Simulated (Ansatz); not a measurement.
InSb (zinc blende)

```
CELL_PARAMETERS angstrom
      0.00000     3.25957     3.25957
      3.25957     0.00000     3.25957
      3.25957     3.25957     0.00000
ATOMIC_POSITIONS crystal
  Sb 0.75000 0.75000 0.75000
  In 0.00000 0.00000 0.00000
```

The slice is a {100} plane (indices of the conventional cell) through the point (0.000, 0.000, 0.000) (fractional), spanned by u = [100] and v = [0 1 -1] in vectors of this cell: u (4.61 Å) and v (4.61 Å, at 90° to u). It covers one period; positions are fractions (u, v).

These are PBEsol (plane waves to 420 eV, PAW, scalar-relativistic; Ansatz, a program for electronic structure) values and carry that method's errors. k mesh 12×12×12. These are valence fields of a PAW run, semicore shells included where kept as valence: close to a nucleus they are smooth pseudo fields. At this level the bands of InSb touch or barely overlap; measurements give the solid a gap. InSb was relaxed with its symmetry unable to fall. Spin-orbit coupling is left out, though Sb is heavy.

Question: Sketch the valence electron density on this plane as a map.

Answer: 
```
|99875433333333345789|
|88765433332333345678|
|77654333222223334567|
|55543322222222233455|
|44433222111112223344|
|43332221111111222333|
|33332211000001122333|
|33322110000000112233|
|33322110000000112233|
|33222110000000112223|
|33322110000000112233|
|33322110000000112233|
|33332211000001122333|
|43332221111111222333|
|44433222111112223344|
|55543322222222233455|
|77654333222223334567|
|88765433332333345678|
|99875433333333345789|
|99875443333333445789|
```
Scale: ten equal steps from -1.99 (start of '0') to 1.11 (end of '9'), in the order '0123456789'. Values: log₁₀ of the valence density in e/Å³. The map has 20 points along u (one character each, u = 0 at the left) and 20 along v (v = 0 in the bottom row). The scale is logarithmic, as a density can span decades between atoms and voids.
